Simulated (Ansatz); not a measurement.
Here is an unrelaxed guess for Rb₄NCl.

```yaml
crystal:
  lattice:
    - [6.76877, 0.00000, 0.00000]
    - [0.00000, 6.76877, 0.00000]
    - [0.00000, 0.00000, 6.76877]
  atoms:
    - { symbol: Rb, position: [0.25000, 0.25000, 0.25000] }
    - { symbol: Rb, position: [0.75000, 0.75000, 0.25000] }
    - { symbol: Rb, position: [0.75000, 0.25000, 0.75000] }
    - { symbol: Rb, position: [0.25000, 0.75000, 0.75000] }
    - { symbol: N, position: [0.50000, 0.50000, 0.50000] }
    - { symbol: Cl, position: [0.00000, 0.00000, 0.00000] }
```

Computed with Ansatz 0.2.0, DFT PBE, scalar-relativistic, plane waves, PAW. Settings: cutoff 420 eV, Γ-centred mesh 4×4×4 on the computed 6-atom cell, Gaussian smearing of 0.10 eV; collinear spin from starting moments 0.0 0.0 0.0 0.0 1.0 0.0 μB.

The zero of energy is the elements' standard structures at the same level (Cl₂, N₂ as molecules); no fitted shifts are applied.

Question: Estimate its pressure, forces and energy as it stands.

Answer: The pressure is 1.0 GPa (it wants to expand), the largest force is 0.94 eV/Å, and the energy is −0.07 eV/atom against the elements. The shortest distance is 2.93 Å.

Question: Is it a good guess?

Answer: A fair one: relaxing gains under 0.1 eV/atom (the start's value is from the coarse mesh, so the gain is rough) in 8 ionic steps and ends at −0.16 eV/atom on the finer mesh. The symmetry stays P-43m (No. 215). The volume per atom grows by 8.3 %, from 51.7 to 56.0 Å³. The shortest distance goes from 2.93 Å (Rb–Cl and Rb–N) to 2.74 Å (Rb–N). Conventional cell: a = 6.952 Å. Rb has 1 N at 2.74 Å, 1 Cl at 3.28 Å and 3 Rb at 4.48 Å; N is surrounded by 4 Rb at 2.74 Å; Cl is surrounded by 4 Rb at 3.28 Å.

The last run used collinear spin, a 6×6×6 mesh for its 6-atom cell and Gaussian smearing of 0.10 eV. The magnetic state reached may not be the lowest. The relaxation can't lower the symmetry of the start, and the grade says only how near the guess is to its own end. A structure relaxed within its symmetry needn't be a true minimum.
